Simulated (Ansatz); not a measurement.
Te2Rh in space group P-3m1 (No. 164; Rh on 1a, Te on 2d), plane-wave PAW LDA (Ansatz code), all energies at zero smearing, with the estimated change up to a 700 eV cutoff added, with one set of potentials and settings (totals compare only within such a set). Cell of 3 atoms (1 Rh, 2 Te): -19934.285 eV.

```tsv
element	reference phase	E (eV/atom)
Rh	Fm-3m, 1 atoms in the cell	-6278.6507
Te	P3_121, 3 atoms in the cell	-6827.2001
```

Formation energy per atom, worked out: (-19934.285 − 1×(-6278.6507) − 2×(-6827.2001))/3 = -0.411 eV/atom (-40 kJ per mol of atoms), at 0 K, without zero-point energy or fitted corrections.

The workflow started from an entry of the Crystallography Open Database (COD), which files this formula under 2 space groups. Its standing as an ambient phase is unchecked. The cell was relaxed with LDA under the symmetry of its start; its stability against distortions is not shown here. The run is not spin-polarised. A crystal of weakly bound layers computed without a dispersion correction: the cell and the soft elastic constants depend strongly on that. The references are the lowest solids computed at this level, not always the standard phases. Spin–orbit coupling is left out wherever it is not named.

Potentials: the later of the program's two PAW sets.
